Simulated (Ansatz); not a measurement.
CaAlSiH in space group P3m1 (No. 156; Ca on 1a, Al on 1c, Si on 1b, H on 1c), the program Ansatz at the r²SCAN level (PAW), all energies at zero smearing, with the estimated change up to a 700 eV cutoff added, with one set of potentials and settings (totals compare only within such a set). Cell of 4 atoms (1 Ca, 1 Al, 1 Si, 1 H): -3018.977 eV.

| element | reference phase | E (eV/atom) |
|---|---|---|
| Ca | Fm-3m, 1 atoms in the cell | -1821.6752 |
| Al | Fm-3m, 1 atoms in the cell | -540.4083 |
| Si | Fd-3m, 2 atoms in the cell | -639.0667 |
| H | P2_12_12_1, 8 atoms in the cell | -15.9458 |

Formation energy per atom, worked out: (-3018.977 − 1×(-1821.6752) − 1×(-540.4083) − 1×(-639.0667) − 1×(-15.9458))/4 = -0.470 eV/atom (-45 kJ per mol of atoms), at 0 K, without zero-point energy or fitted corrections.

The first step of the workflow began from a Materials Project structure, measured or hypothetical; the Crystallography Open Database copy checked does not list it. Its standing as an ambient phase is unchecked. The cell was relaxed with r²SCAN under the symmetry of its start; its stability against distortions is not shown here. The references are the lowest solids computed at this level, not always the standard phases (solids in place of the gases).

Potentials: the later of the program's two PAW sets.
